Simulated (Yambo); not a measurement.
**PtS2 monolayer: sweep of GW parameters**

G0W0@PBEsol for a free-standing PtS2 monolayer (symmetry P-3m1, slab cell 15.5 Å high) in Yambo. Reference settings: 6×6×1 Γ-centred k mesh, bands 5 to 155 and a 8 Ry block in the screening, 155 bands in G with the Bruneval-Gonze terminator, plasmon pole fitted at 27.2 eV, slab-truncated Coulomb interaction, stochastic integration of W near q = 0. The PBEsol gap (0.167, 0.167) → (0, 0.167) on this mesh is 2.06 eV; G0W0 gaps are taken between the same points.

```json
[
 {"change from the reference": "reference settings", "G0W0 gap (0.167, 0.167) → (0, 0.167) (eV)": "3.31", "shift of the valence edge (eV)": "-0.61", "rough Yambo cost": "1"},
 {"change from the reference": "99 bands in W, 99 bands in G", "G0W0 gap (0.167, 0.167) → (0, 0.167) (eV)": "3.32", "shift of the valence edge (eV)": "-0.53", "rough Yambo cost": "within a factor of two"},
 {"change from the reference": "99 bands in G", "G0W0 gap (0.167, 0.167) → (0, 0.167) (eV)": "3.32", "shift of the valence edge (eV)": "-0.60", "rough Yambo cost": "–"},
 {"change from the reference": "no stochastic integration of W", "G0W0 gap (0.167, 0.167) → (0, 0.167) (eV)": "4.56", "shift of the valence edge (eV)": "-1.26", "rough Yambo cost": "–"},
 {"change from the reference": "2 Ry block", "G0W0 gap (0.167, 0.167) → (0, 0.167) (eV)": "3.22", "shift of the valence edge (eV)": "-0.30", "rough Yambo cost": "within a factor of two"},
 {"change from the reference": "3 Ry block", "G0W0 gap (0.167, 0.167) → (0, 0.167) (eV)": "3.18", "shift of the valence edge (eV)": "-0.35", "rough Yambo cost": "within a factor of two"},
 {"change from the reference": "pole fitted at 10 eV", "G0W0 gap (0.167, 0.167) → (0, 0.167) (eV)": "3.24", "shift of the valence edge (eV)": "-0.48", "rough Yambo cost": "–"},
 {"change from the reference": "no terminator", "G0W0 gap (0.167, 0.167) → (0, 0.167) (eV)": "3.35", "shift of the valence edge (eV)": "-0.45", "rough Yambo cost": "–"}
]
```

The reference isn't shown to be the converged limit. Costs are rough (shared machines), scaled to the same edge states, and given only for runs that recompute the screening. In the run with 155 bands and a 8 Ry block, which covers more k points, the smallest G0W0 gap is 3.25 eV, (0, 0.167) → (0, 0.167). The mesh misses a band edge: along a dense path the PBEsol gap is 1.78 eV against 2.06 eV on the mesh. Without the stochastic integration, the mesh misses the sharp change of W near q = 0 in a layer: the 1.25 eV of that row are a sampling artefact.

Spin-orbit coupling is left out, which matters for elements this heavy: edges can move by tenths of an eV.

Geometry relaxed with PBEsol; primitive cell a = 3.534 Å, b = 3.534 Å, c = 15.500 Å, α = 90.00°, β = 90.00°, γ = 120.00°.

A shift is the quasiparticle energy of the state minus its PBEsol energy.
